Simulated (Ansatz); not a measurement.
Input file for Ansatz (a quantum-chemistry and plane-wave program):

Ansatz 0.2 input:
```yaml
crystal:
  lattice:
    - [0.0, 2.0095265478, 2.0095265478]
    - [2.0095265478, 0.0, 2.0095265478]
    - [2.0095265478, 2.0095265478, 0.0]
  atoms:
    - { symbol: W, position: [0.0, 0.0, 0.0] }
kpoints:
  mp_grid: { grid: [13, 13, 13] }
  band_path:
    path:
      - [[0.0, 0.0, 0.0], [0.5, 0.0, 0.5], [0.625, 0.25, 0.625]]  # Γ-X-U
      - [[0.375, 0.375, 0.75], [0.0, 0.0, 0.0], [0.5, 0.5, 0.5], [0.5, 0.25, 0.75], [0.5, 0.0, 0.5]]  # K-Γ-L-W-X
    npoints: 12
hamiltonian:
  xc: r2scan
  pseudopotentials: { azcp: { folder: ./paw }, kind: paw_fr }
magnetization: { noncollinear: true, spin_orbit: true }
scf:
  n_extra_bands: 12
  convergence: { dr2_threshold: 0.0000000001 }
  occupations: { method: gaussian, width: 0.05 }
output: { eigenvalues: true }
```

Output (shortened):

```
Pseudopotential: W, paw, valence charge 14
Functional definition: r2SCAN
non-collinear run that drives no moment, with spin-orbit …
Crystal: 1 atoms, lattice volume = 16.230 Å³
Basis set: ecut = 500 eV, 411 PW (Γ), exchange–correlation on 96×96×96 points (64 copies of the dense FFT grid, shifted against one another)
Bands: 26, of which v1, the nominal top of the filled ones, is band 14 counted from 1 (13 counted from 0)
Symmetry: 48 space group operations + 48 with time reversal
k-points: 84 of 2197
Projection manifold: j_resolved (fully-relativistic pseudo-atomic orbitals)
SCF iter   1: F=—  HF=-10373.516734 eV  |F-HF|=—  |Δ(HF+E_count)|=         —  Δρ=5.65e-2  dr2=4.88e-1  dr2_τ=5.42e-3  dr2_m=0.00e0 (ungated)  ethr=3.10e-3  |M|=0.00e0 ∫|m|=0.00e0 μB  |m|>n=0.0e0 m-floor=0.0e0 τ_xc=0.0e0  β_m=0.30  ⟨swp⟩=5.8  Hψ=5372  notcnv=0  defer=74
preconditioner: auto → none
SCF iter   2: F=—  HF=-10373.454071 eV  |F-HF|=—  |Δ(HF+E_count)|=   6.27e-2  Δρ=3.41e-2  dr2=1.52e-1  dr2_τ=2.33e-3  dr2_m=0.00e0 (ungated)  ethr=3.10e-3  |M|=0.00e0 ∫|m|=0.00e0 μB  |m|>n=0.0e0 m-floor=0.0e0 τ_xc=0.0e0  β_m=0.49  ⟨swp⟩=2.0  Hψ=1677  notcnv=0  defer=440
SCF iter   3: F=—  HF=-10373.439286 eV  |F-HF|=—  |Δ(HF+E_count)|=   1.48e-2  Δρ=7.65e-3  dr2=3.24e-3  dr2_τ=1.35e-4  dr2_m=0.00e0 (ungated)  ethr=1.08e-3  |M|=0.00e0 ∫|m|=0.00e0 μB  |m|>n=0.0e0 m-floor=0.0e0 τ_xc=0.0e0  β_m=0.66  ⟨swp⟩=2.1  Hψ=1506  notcnv=0  defer=482
SCF iter   4: F=—  HF=-10373.441009 eV  |F-HF|=—  |Δ(HF+E_count)|=   1.72e-3  Δρ=9.15e-4  dr2=5.11e-5  dr2_τ=1.20e-6  dr2_m=0.00e0 (ungated)  ethr=2.31e-5  |M|=0.00e0 ∫|m|=0.00e0 μB  |m|>n=0.0e0 m-floor=0.0e0 τ_xc=0.0e0  β_m=0.72  ⟨swp⟩=2.7  Hψ=1366  notcnv=0  defer=482
SCF iter   5: F=—  HF=-10373.441079 eV  |F-HF|=—  |Δ(HF+E_count)|=   7.00e-5  Δρ=1.36e-4  dr2=8.13e-7  dr2_τ=5.50e-8  dr2_m=0.00e0 (ungated)  ethr=3.65e-7  |M|=0.00e0 ∫|m|=0.00e0 μB  |m|>n=0.0e0 m-floor=0.0e0 τ_xc=0.0e0  β_m=0.86  ⟨swp⟩=2.2  Hψ=1384  notcnv=0  defer=482
SCF iter   6: F=—  HF=-10373.441078 eV  |F-HF|=—  |Δ(HF+E_count)|=   4.54e-7  Δρ=1.46e-5  dr2=2.62e-8  dr2_τ=6.61e-10  dr2_m=0.00e0 (ungated)  ethr=5.80e-9  |M|=0.00e0 ∫|m|=0.00e0 μB  |m|>n=0.0e0 m-floor=0.0e0 τ_xc=0.0e0  β_m=0.79  ⟨swp⟩=2.0  Hψ=1356  notcnv=0  defer=482
SCF iter   7: F=—  HF=-10373.441078 eV  |F-HF|=—  |Δ(HF+E_count)|=   5.39e-9  Δρ=2.76e-6  dr2=6.81e-10  dr2_τ=1.88e-11  dr2_m=0.00e0 (ungated)  ethr=1.87e-10  |M|=0.00e0 ∫|m|=0.00e0 μB  |m|>n=0.0e0 m-floor=0.0e0 τ_xc=0.0e0  β_m=0.90  ⟨swp⟩=2.1  Hψ=1160  notcnv=0  defer=482
SCF iter   8: F=-10373.441078 eV  HF=-10373.441078 eV  |F-HF|=1.09e-11  |Δ(HF+E_count)|=  2.73e-11  Δρ=9.42e-8  dr2=6.63e-13  dr2_τ=6.15e-14  dr2_m=0.00e0 (ungated)  ethr=1.00e-12  |M|=0.00e0 ∫|m|=0.00e0 μB  |m|>n=0.0e0 m-floor=0.0e0 τ_xc=0.0e0  ⟨swp⟩=7.5  Hψ=4282  notcnv=0
SCF 1 converged in 8 iterations: F = -10373.441078 eV  dr2 = 6.63e-13
NSCF: frozen V_eff on 74 k-points
SCF converged after 8 iterations
Magnetization: |M| = 0.0000 μB,  M = (+0.0000, +0.0000, +0.0000) μB
Absolute magnetization: 0.0000 μB (∫|m|)
  site 0: m = (+0.0000, +0.0000, +0.0000) μB, |m| = 0.0000 μB  (R = 1.17 Å)
Free energy (F): -10373.441078 eV
Harris-Foulkes:  -10373.441078 eV  (|F-HF|=1.09e-11)
Internal energy: -10373.439434 eV  (E = F + TS)
E sigma→0 (E₀):  -10373.440256 eV
Entropy (-TS):   -0.001644 eV (-1.644 meV/atom)
Fermi energy:    21.248110 eV
--- Per-component energies (eV) ---
  E_band       = -108.194982
  E_kinetic    = 421.625879
  E_local      = -560.258625  (includes V_loc(G=0)·N_el)
  E_nonlocal   = -28.335201
  E_hartree    = 233.525175
  E_xc         = -249.863956
  E_vxc        = -252.073391  (∫ρ·V_xc dr)
  E_paw        = -8579.689631  (= ΣΔE_a)
  E_vpaw       = -169.401897  (= ΣTr[D̂ρ^β])
  E_aug_tail   = 0.000068  (compensation charges beyond the density's cutoff)
  E_vtau       = 13.197853  (kinetic-family band-sum trace: ∫τ·v_τ [+ j·A + Jᵃ·Aᵃ] dr)
  E_ewald      = -1609.831449
  E_core_change = -0.611695  (= ΣΔE_core)
  E_smearing   = -0.001644  (= −TS)
  E_closure    = 0.000000  (closes the sum)
  Σ components = -10373.441078   (vs F -10373.441078, Δ=0.00e0)
  [band-id]    e_kinetic+e_local+e_nonlocal+2·e_hartree+e_vxc+e_vpaw+e_augmentation_tail+e_vtau = -108.194963   (vs E_band -108.194982, Δ=1.93e-5)
--- Band table (eV; the first three rows and the last of 84) ---
  k-point 0: bands = ["-54.1274", "-54.1274", "-24.4129", "-24.4129", "-14.4105", "-14.4105", "-14.4105", "-14.4105", "11.6923", "11.6923", "20.4411", "20.4411", "20.4411", "20.4411", "20.9527", "20.9527", "24.1403", "24.1403", "24.1403", "24.1403", …
  k-point 1: bands = ["-54.1203", "-54.1203", "-24.4325", "-24.4325", "-14.4791", "-14.4791", "-14.4223", "-14.4223", "11.9669", "11.9669", "20.3106", "20.3106", "20.5468", "20.5468", "21.0128", "21.0128", "23.9978", "23.9978", "24.0524", "24.0524", …
  k-point 2: bands = ["-54.1003", "-54.1003", "-24.4872", "-24.4872", "-14.6646", "-14.6646", "-14.4548", "-14.4548", "12.7306", "12.7306", "19.8836", "19.8836", "20.7644", "20.7644", "21.2980", "21.2980", "23.7352", "23.7352", "23.9517", "23.9517", …
  k-point 83: bands = ["-53.9607", "-53.9607", "-24.8527", "-24.8527", "-15.4263", "-15.4263", "-15.1119", "-15.1119", "17.2632", "17.2632", "18.6164", "18.6164", "19.2660", "19.2660", "22.8905", "22.8905", "27.0728", "27.0728", "31.0445", "31.0445", …
```

Cost: roughly 15 core-seconds on shared cores.

Space group Fm-3m (fcc (Cu type)). The workflow started from an entry of the Crystallography Open Database (COD), which files this formula under 6 space groups. It is not the phase usual at ambient conditions (space group No. 229). Symmetry was held in the r²SCAN relaxation. At this level the phase is mechanically unstable. The run is not spin-polarised.

Potentials: the earlier of the program's two PAW sets.

Ansatz is a plane-wave DFT program.
